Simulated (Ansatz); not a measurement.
# Zone-centre phonons of InGa: input and output

Method: Ansatz, DFT PBE, scalar-relativistic, plane waves, PAW.

It can be run as:
```bash
ansatz run input.yaml --threads 1 --pin off --backend cpu --events-out ev --progress --plain --runs-dir out  # memory cap (--max-ram) not shown
```

Input (bare energies are in eV):
```yaml
crystal:
  lattice:
    - [2.2329786646, -2.2317878602, 0.0]
    - [2.2329786646, 2.2317878602, 0.0]
    - [0.0, 0.0, 4.7009168968]
  atoms:
    - { symbol: In, position: [0.0, 0.0, 0.0] }
    - { symbol: Ga, position: [0.5, 0.5, 0.5] }
basis:
  ecutwfc: 420
kpoints:
  mp_grid: { grid: [14, 14, 8] }
hamiltonian:
  xc: pbe
scf:
  occupations: { method: fermi_dirac, width: 0.15 }
output:
  eigenvalues: true
phonons:
  method: dfpt
  eigenvectors: true
```

Results section of the output:
```
--- Phonons (Γ-DFPT): 6 representative perturbations + reference, on 285 of 1568 k-points (Σ response iterations 21) ---
  k mesh reduced under 8 symmetry operations, with k and −k counted as one. Each operation leaves every solved displacement unchanged or reverses it
  ASR residual: 5.441e-5 → 0.000e0 eV/Å²; symmetrization residual: 3.762e-6 eV/Å²
  ASR residual per site (eV/Å²): 2.92e-5 5.44e-5
  Γ frequencies (cm⁻¹): 0.00 0.00 0.00 53.72 53.91 115.45
  non-analytic LO–TO correction: not included (Born effective charges unavailable; polar crystals: no LO–TO splitting at Γ)
```

The cell was built by swapping an element in a database structure (itself possibly hypothetical) and relaxing; it need not be the stable form of this composition. In a metal, frequencies and elastic constants depend on the k mesh and the smearing, soft modes and shear constants most.